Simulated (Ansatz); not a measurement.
# NaHI: reading a single point

```
Na H I
1.0
     4.12629    0.00000    0.00000
     0.00000    4.12629    0.00000
     0.00000    0.00000    7.97693
Na H I
2 2 2
Direct
  0.00000 0.50000 0.20000
  0.50000 0.00000 0.80000
  0.00000 0.00000 0.00000
  0.50000 0.50000 0.00000
  0.00000 0.50000 0.70000
  0.50000 0.00000 0.30000
```

The numbers come from plane-wave PAW DFT (Ansatz): PBEsol, no spin polarisation, 420 eV, 6×6×4 Γ-centred k points, methfessel-paxton occupations (width 0.0643 eV). Nothing was relaxed.

(1) What is the formation energy?

(2) Is there a gap?

(3) Is the cell too large or too small?

(4) Which atom feels the largest force, and which way?

(5) Describe some of the short contacts.

Origin: a known structure type with other elements, at an estimated volume, so it need not be a known compound. Caveats: many states at the Fermi level without spin polarisation, so a magnetic state may lie lower.

Answers

(1) 0.00 eV an atom against the elements' usual phases (free molecules for gases, crystals otherwise, with no correction for O₂ or N₂), too near zero to call. Relaxing would lower it.

(2) It is a metal, with about 6.4 states/eV a cell as the mean within 0.25 eV of the Fermi level, mostly H s (56 %) and I p (40 %).

(3) The pressure is 0.1 GPa (compression positive), so with the atoms held at these fractions the cell is close to zero pressure. The principal stresses -2.9, 1.7, 1.7 GPa differ, so its shape would change too.

(4) The largest is on Na1 (and as large on other atoms): 0.37 eV/Å, components (0.00, 0.00, -0.37). It makes 52° with the line to a nearest neighbour, H3 at 2.61 Å.

(5) Na–H at 2.61 Å: least valence density 0.05 e/Å³ and ELF 0.03 there. H–H at 2.92 Å: least valence density 0.04 e/Å³ and ELF 0.10 there. Na–I at 3.02 Å: least valence density 0.09 e/Å³ and ELF 0.03 there. These are pseudo-fields; inside the PAW spheres they differ from the all-electron ones.
